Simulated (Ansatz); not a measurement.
## Bands of Sn$_{2}$C

```
C Sn
1.0
     0.00000    3.18226    3.18226
     3.18226    0.00000    3.18226
     3.18226    3.18226    0.00000
C Sn
1 2
Direct
  0.00000 0.00000 0.00000
  0.25000 0.25000 0.25000
  0.75000 0.75000 0.75000
```

Atom numbers follow the list: C1, Sn2, Sn3.

The structure comes from a relaxation in the same program, started in the fluorite type, and has space group Fm-3m. Whether it is a known phase or the ground state wasn't checked.

Spin–orbit coupling is left out, though it moves levels of the heavy atoms by tenths of an eV or more.

Theory: Ansatz 0.2.0, DFT, PBE, all-electron LAPW, scalar-relativistic.

Settings: a Γ-centred 11×11×11 k mesh, Fermi–Dirac smearing of 0.05 eV, basis error target 0.5 meV/atom, no spin polarisation.

Points in fractions of the reciprocal vectors of this cell: Γ (0, 0, 0), X (0.5, 0, 0.5), U (0.625, 0.25, 0.625), K (0.375, 0.375, 0.75), L (0.5, 0.5, 0.5), W (0.5, 0.25, 0.75). The path joins them by straight lines in the order Γ–X–U–K–Γ–L–W–X; legs that retrace an earlier one aren't tabulated. Energies are in eV from the Fermi level.

List the levels at Γ between -8 and 2 eV.

-5.34, -2.15, -1.72 (×3), -0.57 (×3).

List the levels at W between -8 and 2 eV.

-7.70 (×2), -4.98, -0.47 (×2), -0.38, 0.97.

List the levels at X between -8 and 2 eV.

-5.33, -4.32 (×2), -2.32, 1.74.

What is the band gap?

none: bands cross the Fermi level, a metal.
